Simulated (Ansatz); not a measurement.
# Zone-centre phonons of Ni2H at 2 GPa: input and output

Method: Ansatz, DFT LDA, scalar-relativistic, plane waves, PAW.

Launched with:
```bash
ansatz run input.yaml --threads 1 --pin off --max-ram 3072MiB --backend cpu --events-out ev --progress --plain --runs-dir out
```

Input (bare energies are in eV):
```yaml
crystal:
  lattice:
    - [2.4841846835, 0.0, 0.0]
    - [-1.2420923417, 2.1513670436, 0.0]
    - [0.0, 0.0, 4.1069073127]
  atoms:
    - { symbol: Ni, position: [0.3333333333, 0.6666666667, 0.2596081385] }
    - { symbol: Ni, position: [0.6666666667, 0.3333333333, 0.7403918615] }
    - { symbol: H, position: [0.0, 0.0, 0.0] }
basis:
  ecutwfc: 420
kpoints:
  mp_grid: { grid: [18, 18, 10] }
hamiltonian:
  xc: lda
scf:
  occupations: { method: fermi_dirac, width: 0.15 }
output:
  eigenvalues: true
phonons:
  method: dfpt
  eigenvectors: true
```

Results section of the output:
```
--- Phonons (Γ-DFPT): 4 representative perturbations + reference, on 866 of 3240 k-points (Σ response iterations 15) ---
  k mesh reduced under 2 symmetry operations, with k and −k counted as one. Each operation leaves every solved perturbation unchanged. A smaller set is not used because it would not reduce the number of displacements ...
  ASR residual: 5.780e-4 → 0.000e0 eV/Å²; symmetrization residual: 1.842e-7 eV/Å²
  ASR residual per site (eV/Å²): 5.78e-4 5.78e-4 3.79e-5
  Γ frequencies (cm⁻¹): 0.00 0.00 0.00 143.89 143.89 311.29 799.44 799.44 821.93
  non-analytic LO–TO correction: not included (Born effective charges unavailable; polar crystals: no LO–TO splitting at Γ)
```

It took 2.2 min on 1 thread of Intel(R) Xeon(R) 6975P-C (Granite Rapids) (shared host), peak memory 1.6 GiB.

In a metal, frequencies and elastic constants depend on the k mesh and the smearing, soft modes and shear constants most. Spin polarisation was left out, and a magnetic state may lie lower.